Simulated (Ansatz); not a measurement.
## ZrH: stationary points along a deformation path

Level of theory: DFT r2SCAN, scalar-relativistic, plane waves, PAW (Ansatz 0.2.0). Settings: plane waves to 500 eV, k-mesh 16×16×12 (Γ-centred), Gaussian smearing 0.15 eV. No spin polarisation. Energies are free energies at this smearing, counted from the undisturbed cell; pressure is positive in compression.

The undisturbed cell (as given, not relaxed at this level; it stands at 1.0 GPa, and it needn't be the usual structure):

```xyz
4
Lattice="3.2428 0.0000 0.0000 0.0000 3.2428 0.0000 0.0000 0.0000 4.9480" Properties=species:S:1:pos:R:3 pbc="T T T"
Zr    0.0000    1.6214    0.0000
Zr    1.6214    0.0000    2.4740
H     0.0000    0.0000    3.7110
H     0.0000    0.0000    1.2370
```

At fixed volume and fractional coordinates, lengths along (0.000, 0.000, 1.000) are scaled against those across it; ρ is that ratio over its starting value. V = 13.008 Å³/atom. Δσ is the stress along the axis less the mean stress across it (compression positive).

```
    ρ  ΔE (meV/atom)  Δσ (GPa) space group
0.800           44.4      3.16     P4_2/mmc
0.850           33.4      3.75     P4_2/mmc
0.920           14.1      4.91     P4_2/mmc
0.960            4.3      3.29     P4_2/mmc
1.000            0.0      0.47     P4_2/mmc
1.050            4.4     -3.99     P4_2/mmc
1.100           20.5     -8.83     P4_2/mmc
1.200           83.1    -17.65     P4_2/mmc
1.300          174.2    -24.03     P4_2/mmc
```

Task: How does the stress give the slope of the energy, and where is the energy stationary?

Result: Along the path d ln(length) is 2/3 d ln ρ on the axis and −1/3 d ln ρ across it, so dE/d ln ρ = −(2/3) V Δσ: the energy falls with ρ where Δσ is positive. Δσ vanishes or changes sign between ρ = 1.000 and 1.050, a minimum (near 1.01 by linear interpolation). Pairs of stationary points between two samples would go unseen, and could change a minimum read from distant neighbours into a maximum.

Task: Integrate that slope from ρ = 1 to 1.200 by the trapezoid rule.

Result: With V/N in Å³ and 1 eV/Å³ = 160.2 GPa the slopes at ρ = 1.000, 1.050, 1.100, 1.200 are -25, 216, 478, 955 meV/atom per unit of ln ρ. The steps add 4.6 + 16.1 + 62.3 = 83.1 meV/atom, against 83.1 from the energies; the trapezoid rule misses the curvature of the slope within each step.

In a metal these slopes depend on the k mesh and the smearing.